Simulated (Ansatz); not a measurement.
ScCo (CsCl type)

```
CELL_PARAMETERS angstrom
      3.07157     0.00000     0.00000
      0.00000     3.07157     0.00000
      0.00000     0.00000     3.07157
ATOMIC_POSITIONS crystal
  Sc 0.50000 0.50000 0.50000
  Co 0.00000 0.00000 0.00000
```

The slice is a {100} plane (indices of the conventional cell) through the point (0.000, 0.000, 0.000) (fractional), spanned by u = [100] and v = [010] in vectors of this cell: u (3.07 Å) and v (3.07 Å, at 90° to u). It covers one period; positions are fractions (u, v).

These are PBEsol (plane waves to 420 eV, PAW, scalar-relativistic; Ansatz, an electronic-structure program) values and carry that method's errors. k mesh 15×15×15. These are valence fields of a PAW run, semicore shells included where kept as valence: close to a nucleus they are smooth pseudo fields. ScCo is run without spin polarisation. ScCo was relaxed with its symmetry unable to fall.

**Question.** Sketch the electrostatic potential energy of an electron, from the cell's mean on this plane as a map.

**Answer.** 
```
|xxxxxxxxxx=#%@@@%#=xxxxxxxxx|
|xxxxxxxxx +#%@@@%#+ xxxxxxxx|
|xxxxxxxxx.+#%@@@%#+.xxxxxxxx|
|xxxxxxxxx-*#%@@@%#*-xxxxxxxx|
|xxxxxxxx.=*#%@@@%#*=.xxxxxxx|
|xxxxxxx -+*#%%%%%#*+- xxxxxx|
|xxxxxx -+*##%%%%%##*+- xxxxx|
|xxxxx.-+**#########**+-.xxxx|
|xx .-=+**###########**+=-. x|
|==++***####*******####***++=|
|##########****+****#########|
|%%%%%%%%##**+++++**##%%%%%%%|
|@@@@@@%%##**+++++**##%%@@@@@|
|@@@@@@%%##*+++++++*##%%@@@@@|
|@@@@@@%%##**+++++**##%%@@@@@|
|%%%%%%%%##**+++++**##%%%%%%%|
|##########****+****#########|
|==++***####*******####***++=|
|xx .-=+**###########**+=-. x|
|xxxxx.-+**#########**+-.xxxx|
|xxxxxx -+*##%%%%%##*+- xxxxx|
|xxxxxxx -+*#%%%%%#*+- xxxxxx|
|xxxxxxxx.=*#%@@@%#*=.xxxxxxx|
|xxxxxxxxx-*#%@@@%#*-xxxxxxxx|
|xxxxxxxxx.+#%@@@%#+.xxxxxxxx|
|xxxxxxxxx +#%@@@%#+ xxxxxxxx|
|xxxxxxxxxx=#%@@@%#=xxxxxxxxx|
|xxxxxxxxxx=#%@@@%#=xxxxxxxxx|
```
Scale: ten equal steps from 4.15 (start of ' ') to 11.36 (end of '@'), in the order ' .:-=+*#%@'. Values: electrostatic potential energy of an electron, from the cell's mean, in eV. The map has 28 points along u (one character each, u = 0 at the left) and 28 along v (v = 0 in the bottom row). Points within 1 Å of a nucleus are blanked (x), as the pseudised field means little there. The zero, the cell's mean, hangs on the PAW cores.
